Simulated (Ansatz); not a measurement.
This PF2 structure is the end of a relaxation. The cell was found from a structure generator's guess, not taken from experiment.

All numbers below come from DFT PBE+D3(BJ), scalar-relativistic, plane waves, PAW in Ansatz. Cutoff 420 eV, Γ-centred mesh, Gaussian smearing, no spin polarisation.

```xyz
3
Lattice="3.7875 0.0000 0.0000 -1.8938 3.2801 0.0000 0.0000 0.0000 2.7234" Properties=species:S:1:pos:R:3 pbc="T T T"
P     0.0000    0.0000    1.3617
F     0.0000    2.1867    1.3617
F     1.8938    1.0934    1.3617
```

The zero of energy is the elements' standard structures at the same level (F₂ as a molecule); no fitted shifts are applied. The references include black phosphorus.

Q: Find its symmetry and describe it.

A: P6/mmm (No. 191). Conventional cell: a = 3.788 Å, c = 2.723 Å. P is surrounded by 6 F at 2.19 Å and 2 P at 2.72 Å; F has 3 F at 2.19 Å, 3 P at 2.19 Å and 2 F at 2.72 Å.

Q: How far does it lie from the elements in energy?

A: −1.01 eV/atom. Whether it is stable depends on the other phases of the system, which aren't compared here.

Q: Is it a metal?

A: Yes, bands cross the Fermi level on the 12×12×16 mesh.

The last run used a 12×12×16 mesh (in the run's order of axes) for its 3-atom cell and Gaussian smearing of 0.10 eV. An odd number of electrons in the primitive cell allows no gap without spin; a larger cell or a magnetic state could open one. The cell is a metal run without spin; a magnetic state may lie lower. Symmetry constrained the relaxation, so the result can be a saddle point.
